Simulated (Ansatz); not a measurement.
Geometry optimisation in Ansatz: input, command and trajectory.

```yaml
crystal:
  lattice:
    - [2.8988347383, 0.0, 0.0]
    - [0.0, 4.6862550549, 0.0]
    - [0.0, 0.0, 4.0778624525]
  atoms:
    - { symbol: B, position: [0.0, 0.8039374085, 0.3625471542] }
    - { symbol: B, position: [0.0, 0.1960625915, 0.3625471542] }
    - { symbol: B, position: [0.5, 0.3039374085, 0.6374528458] }
    - { symbol: B, position: [0.5, 0.6960625915, 0.6374528458] }
    - { symbol: Ru, position: [0.0, 0.0, 0.8467087077] }
    - { symbol: Ru, position: [0.5, 0.5, 0.1532912923] }
basis:
  ecutwfc: 500
kpoints:
  mp_grid: { grid: [12, 8, 10] }
hamiltonian:
  xc: r2scan
scf:
  occupations: { method: gaussian, width: 0.1 }
output:
  forces: true
  stress: true
  eigenvalues: true
relax:
  adjacent_minimum: "off"
  f_tol: 0.01
  max_steps: 30
  cell: { stress_tol: 0.1, fix: [volume] }
```

```bash
ansatz run input.yaml --threads 1 --pin off --max-ram 2560MiB --backend cpu --events-out ev --progress --plain --runs-dir out
```

Computed with DFT r2SCAN, scalar-relativistic, plane waves, PAW (Ansatz 0.2.0).

The volume is held at 1.03 times that of the relaxed cell.

Of 5 frames 4 are shown, positions in Å and forces in eV/Å; the SCF threshold varies from step to step. Steps run on the plane waves of an earlier cell, with a Pulay correction in the pressure. The basis is chosen afresh for the last frame, the zero of the energies, and at times for earlier ones too; energy and pressure can step there, also at an unchanged geometry. Where two frames share a geometry here, they differ by under 2 meV/atom and 0.3 GPa.

```xyz
6
Lattice="2.8988 0.0000 0.0000 0.0000 4.6863 0.0000 0.0000 0.0000 4.0779" Properties=species:S:1:pos:R:3:forces:R:3 pbc="T T T" step=1 free_energy_over_end_meV_per_atom=0.54 pressure_GPa=-8.75
B     0.0000    3.7675    1.4784    0.0000   -0.0112    0.0150
B     0.0000    0.9188    1.4784    0.0000    0.0112    0.0150
B     1.4494    1.4243    2.5994    0.0000   -0.0112   -0.0150
B     1.4494    3.2619    2.5994    0.0000    0.0112   -0.0150
Ru    0.0000    0.0000    3.4528    0.0000    0.0000   -0.2645
Ru    1.4494    2.3431    0.6251    0.0000    0.0000    0.2645
6
Lattice="2.9080 0.0000 0.0000 0.0000 4.6840 0.0000 0.0000 0.0000 4.0670" Properties=species:S:1:pos:R:3:forces:R:3 pbc="T T T" step=2 free_energy_over_end_meV_per_atom=0.02 pressure_GPa=-8.11
B     0.0000    3.7644    1.4728    0.0000   -0.0139    0.0179
B     0.0000    0.9196    1.4728    0.0000    0.0139    0.0179
B     1.4540    1.4224    2.5942    0.0000   -0.0139   -0.0179
B     1.4540    3.2616    2.5942    0.0000    0.0139   -0.0179
Ru    0.0000    0.0000    3.4360    0.0000    0.0000   -0.0142
Ru    1.4540    2.3420    0.6310    0.0000    0.0000    0.0142
6
Lattice="2.9062 0.0000 0.0000 0.0000 4.6844 0.0000 0.0000 0.0000 4.0691" Properties=species:S:1:pos:R:3:forces:R:3 pbc="T T T" step=3 free_energy_over_end_meV_per_atom=0.00 pressure_GPa=-8.14
B     0.0000    3.7648    1.4739    0.0000   -0.0080    0.0105
B     0.0000    0.9196    1.4739    0.0000    0.0080    0.0105
B     1.4531    1.4226    2.5953    0.0000   -0.0080   -0.0105
B     1.4531    3.2618    2.5953    0.0000    0.0080   -0.0105
Ru    0.0000    0.0000    3.4374    0.0000    0.0000   -0.0075
Ru    1.4531    2.3422    0.6317    0.0000    0.0000    0.0075
6
Lattice="2.9060 0.0000 0.0000 0.0000 4.6842 0.0000 0.0000 0.0000 4.0696" Properties=species:S:1:pos:R:3:forces:R:3 pbc="T T T" step=5 free_energy_over_end_meV_per_atom=0.00 pressure_GPa=-8.13
B     0.0000    3.7644    1.4744    0.0000   -0.0043    0.0040
B     0.0000    0.9198    1.4744    0.0000    0.0043    0.0040
B     1.4530    1.4223    2.5952    0.0000   -0.0043   -0.0040
B     1.4530    3.2619    2.5952    0.0000    0.0043   -0.0040
Ru    0.0000    0.0000    3.4376    0.0000    0.0000   -0.0005
Ru    1.4530    2.3421    0.6320    0.0000    0.0000    0.0005
```

It took 3.2 min on 1 thread of Arm Neoverse V1 (shared host), peak memory 0.69 GiB.